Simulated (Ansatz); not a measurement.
LaN:
```yaml
crystal:
  lattice:
    - [10.63266, 0.00000, 0.00000]
    - [0.00000, 3.75956, 0.00000]
    - [0.00000, 0.00000, 3.75696]
  atoms:
    - { symbol: La, position: [0.12370, 0.25000, 0.26061] }
    - { symbol: La, position: [0.37630, 0.75000, 0.76061] }
    - { symbol: La, position: [0.87630, 0.75000, 0.73939] }
    - { symbol: La, position: [0.62370, 0.25000, 0.23939] }
    - { symbol: N, position: [0.88001, 0.25000, 0.27457] }
    - { symbol: N, position: [0.61999, 0.75000, 0.77457] }
    - { symbol: N, position: [0.11999, 0.75000, 0.72543] }
    - { symbol: N, position: [0.38001, 0.25000, 0.22543] }
```

Relaxed with PBE. Special points in fractions of this cell's reciprocal vectors: Γ (0.000, 0.000, 0.000); X (0.500, 0.000, 0.000); S (0.500, 0.500, 0.000); Y (0.000, 0.500, 0.000); Z (0.000, 0.000, 0.500); U (0.500, 0.000, 0.500); R (0.500, 0.500, 0.500); T (0.000, 0.500, 0.500).

Task: List the band energies nearest the valence-band maximum at these points for DFT-PBE in the program Ansatz with PAW potentials.

Result: In eV from the valence-band maximum; about four levels below and three above (degenerate sets whole), none deeper than 8.9 eV; points with the same levels are listed once.

```
k                    below                above
-  -----------------------  -------------------
Γ   -0.44 -0.38 -0.19 0.00       0.38 1.07 1.16
X  -0.47 -0.47 -0.30 -0.30  0.57 0.57 1.99 1.99
S  -1.46 -1.46 -1.46 -1.46  2.97 2.97 2.97 2.97
Y  -1.76 -1.76 -0.73 -0.73  2.65 2.65 3.26 3.26
Z  -1.82 -1.82 -0.71 -0.71  2.62 2.62 3.27 3.27
U  -1.48 -1.48 -1.43 -1.43  2.84 2.84 3.08 3.08
R  -0.12 -0.12 -0.12 -0.12  1.09 1.09 1.09 1.09
T  -0.15 -0.15 -0.15 -0.15  0.24 0.24 2.46 2.46
```

Space group Pnma. The start of the workflow was typed in or built on a structure type; neither database checked (COD, Materials Project) lists it. COD files the formula under space group No. 225, so this cell is another polymorph or a model. Whether it is the stable phase at ambient conditions was not checked. The PBE relaxation kept the symmetry of its start; whether a distortion lowers the energy is not shown. Spin–orbit coupling is left out wherever it is not named.

Potentials: the earlier of the program's two PAW sets.
